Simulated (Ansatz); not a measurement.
The relaxed structure here is a generated cell of Si: the first start was made by placing the elements on the sites of a structure type, and the end was not matched to a known phase here, so it may be hypothetical. Known forms of Si include space group No. 227.

A relaxed cell of Si (P6₃/mmc (No. 194)), relaxed on a k-mesh at least as fine as the one used below. Level of theory: r2SCAN (plane waves to 500 eV, PAW, scalar-relativistic; Ansatz, a quantum-chemistry and plane-wave program). Γ-centred k-mesh 4×2×6 on the run's cell (coarser than for final values), Fermi–Dirac smearing 0.05 eV.

```xyz
12
Lattice="6.8844 0.0000 0.0000 -6.8844 11.9241 0.0000 0.0000 0.0000 3.8978" Properties=species:S:1:pos:R:3 pbc="T T T"
Si     0.0000     5.3329     0.9745
Si    -3.4422    11.2950     0.9745
Si     2.2660     2.6665     2.9234
Si    -1.1762     8.6285     2.9234
Si    -1.1762     3.2956     0.9745
Si    -4.6184     9.2577     0.9745
Si     3.4422     0.6292     2.9234
Si     0.0000     6.5912     2.9234
Si     1.1762     3.2956     0.9745
Si    -2.2660     9.2577     0.9745
Si     4.6184     2.6665     2.9234
Si     1.1762     8.6285     2.9234
```

Every atom was then displaced, and the forces became (eV/Å):

| atom | Fx | Fy | Fz |
|---|---|---|---|
| Si1 | 0.25 | -1.57 | 1.37 |
| Si2 | -0.27 | -1.30 | 3.06 |
| Si3 | -1.19 | 0.39 | -1.33 |
| Si4 | 1.13 | 0.10 | -1.41 |
| Si5 | -1.39 | -0.29 | -0.74 |
| Si6 | 3.06 | 2.16 | 6.89 |
| Si7 | 0.20 | 1.26 | -3.29 |
| Si8 | 0.04 | 1.52 | -1.20 |
| Si9 | 1.54 | 0.02 | 1.37 |
| Si10 | 0.37 | -0.07 | 1.39 |
| Si11 | 0.67 | 0.18 | 0.87 |
| Si12 | -4.41 | -2.42 | -6.98 |

Task: Which atom was moved farthest relative to the others, and in which direction?

Result: Si12, by (0.15, 0.09, 0.15) Å (0.24 Å, mean shift removed); the next is Si7 with 0.17 Å. Its force makes an angle of 166° with its move.

All displacements (Å):

```tsv
atom	ux	uy	uz
Si1	-0.092	0.133	-0.022
Si2	0.076	0.001	-0.059
Si3	0.011	-0.002	0.093
Si4	-0.119	-0.105	0.085
Si5	-0.019	0.063	0.017
Si6	-0.112	0.011	-0.112
Si7	-0.136	-0.068	0.145
Si8	0.079	0.003	0.057
Si9	-0.136	0.023	-0.043
Si10	-0.122	-0.072	-0.037
Si11	-0.057	-0.047	-0.038
Si12	0.111	0.095	0.174
```

Task: Estimate the energy cost of the displacement in the harmonic approximation and compare with the calculation.

Result: For a harmonic well ΔE = −½ Σ F·u = 2.494 eV a cell, or 208 meV/atom. The calculated energy relative to the undisplaced cell is +0.19 eV/atom, so the harmonic estimate holds well.

No spin polarisation in the result.

The run that gave the undisplaced cell could not lose the symmetry of its start: the end is stationary, and may be a saddle point rather than a minimum.
